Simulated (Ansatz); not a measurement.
Total density of states per atom from the program Ansatz at the PBEsol level (PAW), in 0.25 eV bins, energy from the Fermi level:

(E (eV), states/eV/atom): (-7.85, 0.24); (-7.60, 0.15); (-7.35, 0.07); (-7.10, 0.04); (-6.85, 0.02); (-6.60, 0.00); (-6.35, 0.00); (-6.10, 0.00); (-5.85, 0.00); (-5.60, 0.48); (-5.35, 0.79); (-5.10, 0.49); (-4.85, 0.40); (-4.60, 0.41); (-4.35, 0.91); (-4.10, 1.35); (-3.85, 1.04); (-3.60, 1.77); (-3.35, 2.29); (-3.10, 2.15); (-2.85, 1.02); (-2.60, 0.15); (-2.35, 0.19); (-2.10, 0.26); (-1.85, 0.22); (-1.60, 0.18); (-1.35, 0.14); (-1.10, 0.10); (-0.85, 0.04); (-0.60, 0.01); (-0.35, 0.00); (-0.10, 0.00); (0.15, 0.00); (0.40, 0.05); (0.65, 0.14); (0.90, 0.31); (1.15, 0.35); (1.40, 0.35); (1.65, 0.29); (1.90, 0.26); (2.15, 0.29); (2.40, 0.35); (2.65, 0.40); (2.90, 0.36); (3.15, 0.63); (3.40, 0.60); (3.65, 1.36); (3.90, 1.47); (4.15, 1.66); (4.40, 1.31); (4.65, 0.91)

Which compound is it?
A) ZrB2, P6/mmm (Zr on 1a, B on 2d)
B) MnNi3, Cu3Au type
C) CsSnBr3, cubic perovskite
D) CsBr, CsCl type

C, CsSnBr3, cubic perovskite. Within 0.5 eV of the Fermi level: Sn 5p 75 %, Br 4s 10 %, Br 4p 8 %. Projections are on Löwdin-orthogonalised atomic valence shells; empty p or d shells of many metals are not among them.

Space group Pm-3m (cubic perovskite). Symmetry was held in the PBEsol relaxation. Spin–orbit coupling is left out wherever it is not named.

Potentials: the later of the program's two PAW sets.
